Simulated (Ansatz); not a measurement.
PbSe (rock salt), conventional cell a = b = c = 6.2177 Å, α = β = γ = 90.00°. The calculation uses the primitive cell of 2 atoms, to which meshes and values per cell refer.

The relaxed cell is deformed in two ways at once: its volume V is scaled, and at that volume it is stretched along z (the c axis of the conventional cell) so that c/a changes. Fractional atomic positions are held.

Level of theory: PBE (plane waves to 420 eV, PAW, scalar-relativistic; Ansatz, a first-principles code). k mesh 9×9×9 (Γ-centred), Fermi-Dirac smearing 0.05 eV. Energies are smeared free energies. PbSe was relaxed with its symmetry unable to fall. Spin-orbit coupling is left out, though Pb is heavy. The PAW data are Ansatz's earlier set. The zero of ΔE is the relaxed starting cell.

```json
[
 {"ΔE (eV/atom)": "(c/a)/(c/a)₀ = 0.920", "V/V₀ = 0.960": "0.0652", "V/V₀ = 0.973": "0.0583", "V/V₀ = 0.987": "0.0532", "V/V₀ = 1.000": "0.0500", "V/V₀ = 1.013": "0.0483", "V/V₀ = 1.027": "0.0482", "V/V₀ = 1.040": "0.0496"},
 {"ΔE (eV/atom)": "(c/a)/(c/a)₀ = 0.947", "V/V₀ = 0.960": "?", "V/V₀ = 0.973": "0.0262", "V/V₀ = 0.987": "0.0226", "V/V₀ = 1.000": "0.0208", "V/V₀ = 1.013": "0.0205", "V/V₀ = 1.027": "0.0218", "V/V₀ = 1.040": "0.0244"},
 {"ΔE (eV/atom)": "(c/a)/(c/a)₀ = 0.973", "V/V₀ = 0.960": "0.0131", "V/V₀ = 0.973": "0.0086", "V/V₀ = 0.987": "0.0059", "V/V₀ = 1.000": "0.0049", "V/V₀ = 1.013": "0.0054", "V/V₀ = 1.027": "0.0074", "V/V₀ = 1.040": "0.0107"},
 {"ΔE (eV/atom)": "(c/a)/(c/a)₀ = 1.000", "V/V₀ = 0.960": "0.0075", "V/V₀ = 0.973": "0.0032", "V/V₀ = 0.987": "0.0008", "V/V₀ = 1.000": "0.0000", "V/V₀ = 1.013": "0.0008", "V/V₀ = 1.027": "0.0030", "V/V₀ = 1.040": "0.0066"},
 {"ΔE (eV/atom)": "(c/a)/(c/a)₀ = 1.027", "V/V₀ = 0.960": "?", "V/V₀ = 0.973": "?", "V/V₀ = 0.987": "0.0053", "V/V₀ = 1.000": "0.0043", "V/V₀ = 1.013": "0.0049", "V/V₀ = 1.027": "0.0069", "V/V₀ = 1.040": "0.0102"},
 {"ΔE (eV/atom)": "(c/a)/(c/a)₀ = 1.053", "V/V₀ = 0.960": "0.0265", "V/V₀ = 0.973": "0.0213", "V/V₀ = 0.987": "0.0179", "V/V₀ = 1.000": "0.0162", "V/V₀ = 1.013": "0.0162", "V/V₀ = 1.027": "0.0176", "V/V₀ = 1.040": "0.0204"},
 {"ΔE (eV/atom)": "(c/a)/(c/a)₀ = 1.080", "V/V₀ = 0.960": "0.0479", "V/V₀ = 0.973": "?", "V/V₀ = 0.987": "0.0372", "V/V₀ = 1.000": "0.0345", "V/V₀ = 1.013": "0.0335", "V/V₀ = 1.027": "0.0340", "V/V₀ = 1.040": "0.0358"}
]
```

Question: Complete the blanks.

Answer: 
- (c/a)/(c/a)₀ = 0.947, V/V₀ = 0.960: 0.0315
- (c/a)/(c/a)₀ = 1.027, V/V₀ = 0.960: 0.0125
- (c/a)/(c/a)₀ = 1.027, V/V₀ = 0.973: 0.0080
- (c/a)/(c/a)₀ = 1.080, V/V₀ = 0.973: 0.0416

(Under strain, the slope of the energy per volume gives the stress and its curvature an elastic modulus.)
